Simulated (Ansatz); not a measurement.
**Kick test of a cell of Mo₄C₃**

The cell was found from a structure generator's guess, not taken from experiment.

The calculation used DFT PBE, scalar-relativistic, plane waves, PAW (Ansatz 0.2.0). Plane waves to 420 eV, a k mesh through Γ of 8×8×8 on the computed 7-atom cell and Gaussian smearing (0.10 eV); no spin polarisation.

The cell below (7 atoms, space group F-43m (No. 216)) is relaxed within its symmetry.

```
Mo C
1.0
     0.00000    4.39715    4.39715
     4.39715    0.00000    4.39715
     4.39715    4.39715    0.00000
Mo C
4 3
Direct
  0.12596 0.62213 0.12596
  0.12596 0.12596 0.12596
  0.62213 0.12596 0.12596
  0.12596 0.12596 0.62213
  0.25000 0.25000 0.25000
  0.50000 0.50000 0.50000
  0.00000 0.00000 0.00000
```

For the test it was strained at random (σ = 1.5 % a component), the atoms were moved at random (σ = 0.05 Å), and all was relaxed again on a coarse 4×4×4 mesh (in the run’s order of axes) with 0.20 eV smearing, with no symmetry imposed.

**Question.** What happens?

**Answer.** It doesn't return. The energy falls by 2868 meV/atom on that mesh, the volume changes by -52.9 %, and the end has space group I4/mmm (No. 139) at a loose tolerance. Relaxed again on a 12×12×12 mesh with 0.10 eV smearing, the new structure lies 2870 meV/atom below the first (mesh in the axes of the run's cell; the cell below is made exact in the group named). Space group I4/mmm (No. 139), tetragonal, a = 4.326 Å, c = 8.544 Å. Mo on a site of symmetry 4mm is surrounded by 5 C at 2.07–2.16 Å; around Mo on a site of symmetry mmm lie 4 C at 2.14–2.16 Å; around C on a site of symmetry -4m2 lie 6 Mo at 2.14–2.16 Å; C on a site of symmetry 4/mmm is surrounded by 6 Mo at 2.07–2.16 Å.

```
CELL_PARAMETERS angstrom
-2.16282 2.16282 4.27179
2.16282 -2.16282 4.27179
2.16282 2.16282 -4.27179
ATOMIC_POSITIONS crystal
Mo 0.75742 0.75742 0.00000
Mo 0.50000 0.00000 0.50000
Mo 0.24258 0.24258 0.00000
Mo 0.00000 0.50000 0.50000
C 0.75000 0.25000 0.50000
C 0.25000 0.75000 0.50000
C 0.00000 0.00000 0.00000
```
